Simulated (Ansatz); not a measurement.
Relaxed-ion elastic tensor of LuPd3 (Cu3Au type, space group No. 221) in GPa (Voigt order), the program Ansatz at the PBEsol level (PAW); density 12.65 g/cm³, 16.22 Å³ per atom.

```
     1    2    3     4     5     6
-  ---  ---  ---  ----  ----  ----
1  215  129  129   0.0   0.0   0.0
2  129  215  129   0.0   0.0   0.0
3  129  129  215   0.0   0.0   0.0
4  0.0  0.0  0.0  89.3   0.0   0.0
5  0.0  0.0  0.0   0.0  89.3   0.0
6  0.0  0.0  0.0   0.0   0.0  89.3
```

### Question
Is the crystal mechanically stable?

### Answer
Yes: the smallest eigenvalue of C is 86.2 GPa.

### Question
Work out the Voigt, Reuss and Hill averages.

### Answer
K_V = 157, K_R = 157, K_H = 157; G_V = 70.8, G_R = 62.5, G_H = 66.6 GPa.

### Question
Give Young's modulus, Poisson's ratio, Pugh's ratio and the universal anisotropy index.

### Answer
E = 9KG/(3K + G) = 175 GPa; ν = 0.31; K/G = 2.36 (ductile by the Pugh limit of 1.75); A_U = 5G_V/G_R + K_V/K_R − 6 = 0.67.

### Question
Estimate the sound speeds and the Debye temperature.

### Answer
v_l = √((K + 4G/3)/ρ) = 4410 m/s, v_t = √(G/ρ) = 2290 m/s, mean 2570 m/s; Θ = (h/k)(3n/4πV)^(1/3) v_m = 302 K.

### Question
Give the Zener ratio and Young's modulus along [100], [110] and [111].

### Answer
A = 2C44/(C11 − C12) = 2.07; 1/E = S11 − 2(S11 − S12 − S44/2)Γ with Γ = 0, 1/4, 1/3 gives 118, 184, 225 GPa.

Space group Pm-3m (Cu3Au type). The workflow started from an entry of the Crystallography Open Database (COD). Whether it is the stable phase at ambient conditions was not checked. Symmetry was held in the PBEsol relaxation; whether a distortion lowers the energy is not shown. The run is not spin-polarised. As this level gives no gap, shear constants depend on the k-mesh and smearing (Fermi–Dirac, 0.1 eV here). Scalar-relativistic: spin–orbit coupling is off unless named, which matters more the heavier the elements.

Potentials: the later of the program's two PAW sets.
